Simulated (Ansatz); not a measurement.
Ga (α-Ga), relaxed and computed with several functionals in Ansatz (plane waves, PAW).

| functional | a (Å) | c (Å) | V (Å³/atom) | B₀ by P(V) fit (GPa) |
|---|---|---|---|---|
| r²SCAN | 4.472 | 4.525 | 19.21 | 62.5 |
| PBE | 4.580 | 4.583 | 20.32 | 48.1 |
| LDA | ___ | ___ | ___ | ___ |
| PBEsol | 4.479 | 4.486 | 19.07 | 59.8 |

Q: Some entries are withheld; supply them.

A: 
- LDA, a (Å): 4.423
- LDA, c (Å): 4.434
- LDA, V (Å³/atom): 18.37
- LDA, B₀ by P(V) fit (GPa): 65.9

All cells were relaxed under the symmetry of their starts (and spin orders); stability against distortions was not tested throughout. Spin–orbit coupling is left out wherever it is not named.

Potentials: the later of the program's two PAW sets.

Ansatz (an electronic-structure program) is a plane-wave DFT program.
